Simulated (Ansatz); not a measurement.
Relaxed WS₂ (2H-MoS2 type, space group P6_3/mmc):

```xyz
6
Lattice="3.1541 0.0000 0.0000 -1.5770 2.7315 0.0000 0.0000 0.0000 12.1373" Properties=species:S:1:pos:R:3 pbc="T T T"
W      0.0000     1.8210     3.0343
W      1.5770     0.9105     9.1030
S      0.0000     1.8210     7.5283
S      1.5770     0.9105     1.4596
S      1.5770     0.9105     4.6091
S      0.0000     1.8210    10.6777
```

These are PBE-D3(BJ) (plane waves to 420 eV, PAW, scalar-relativistic; Ansatz, a first-principles code) values and carry that method's errors. k mesh 10×10×3 (Γ-centred), Fermi-Dirac smearing 0.05 eV. As the smearing reaches across the gap at some points, energies and forces of such displacements shift with the k mesh and the smearing. Spin-orbit coupling is left out, though W is heavy. WS2 is run without spin polarisation. WS2 was relaxed with its symmetry unable to fall.

One atom of the cell was then moved (with its periodic images), all else fixed, and the forces (eV/Å) came out as:

| atom | Fx | Fy | Fz |
|---|---|---|---|
| W1 | 5.284 | 3.600 | -4.906 |
| W2 | 0.031 | 0.023 | -0.014 |
| S3 | 0.048 | 0.033 | 0.022 |
| S4 | 0.375 | -0.049 | -0.079 |
| S5 | -5.725 | -3.599 | 4.973 |
| S6 | -0.013 | -0.008 | 0.005 |

### Question
Which atom was moved, and by which vector (Å)?

### Answer
S5, by (0.40, 0.39, 0.00), 0.56 Å in all.

(For displaced atoms, the force is minus the slope of the energy, and its curvature is a force constant, which sets phonon frequencies.)
